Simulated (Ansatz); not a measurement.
**HfH3: how the energy converges with the cutoff**

HfH3, I4/mmm, a = 3.053 Å, c = 6.068 Å. The structure is a Materials Project entry; whether it is the stable form wasn't checked. Ansatz: PBEsol, PAW, cutoff varied, Γ-centred 20×20×20 mesh on 4 atoms, Gaussian smearing 0.10 eV; no spin polarisation. Single points at one geometry, the cutoff alone changed; ΔE is the energy at zero smearing over the run at 500 eV. The runs up to 350 eV lie under the cutoff recommended for these PAW datasets.

```
cutoff (eV)  ΔE (meV/atom)
        250         283.18
        300              ?
        350           8.51
        420           1.32
```

Q: Assume ΔE falls exponentially with the cutoff, fit y = ln ΔE against x, the cutoff in eV, to the other rows, and predict the missing value.

A: y = 5.646, 2.141, 0.278. Means x = 340.0, y = 2.6883; Σ(Δx)² = 14600, ΣΔxΔy = -464.5; the slope is their ratio. y = 13.51 − 0.03181 x, a factor of ten per 72 eV. At 300 eV this gives ΔE = 52.83 meV/atom. The run gave 40.90, a ratio of 1.29. Between neighbouring rows the decay runs from a factor of ten per 59 eV to one per 86 eV, so one exponential is only a rough guide. The reference at 500 eV isn't the complete basis: by the fit it lies 0.09 meV/atom above it, and every ΔE is lowered by that much, or by more if the decay slows beyond the rows, as it often does.